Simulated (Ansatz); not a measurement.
Al (fcc (Cu type), Fm-3m) under volume change, plane-wave PAW r²SCAN+D4 (Ansatz code), scaled uniformly.

```csv
V (Å³/atom),E − E(relaxed) (meV/atom),P (GPa)
14.287,45.1,11.15
14.758,18.9,6.80
15.229,___,___
15.700,0.0,0.00
16.171,___,___
16.642,15.1,-4.86
17.113,32.2,-6.72
```

Task: What belongs in the gaps?

Result: 
- 15.229, E − E(relaxed) (meV/atom): 4.5
- 15.229, P (GPa): 3.12
- 16.171, E − E(relaxed) (meV/atom): 4.0
- 16.171, P (GPa): -2.64

Task: What does a third-order Birch–Murnaghan fit give for V₀, B₀ and B′?

Result: V₀ = 15.70 Å³/atom, B₀ = 95.2 GPa, B′ = 4.6.

The r²SCAN+D4 relaxation kept the symmetry of its start. The pairwise dispersion correction was not fitted to metals.

Potentials: the earlier of the program's two PAW sets.
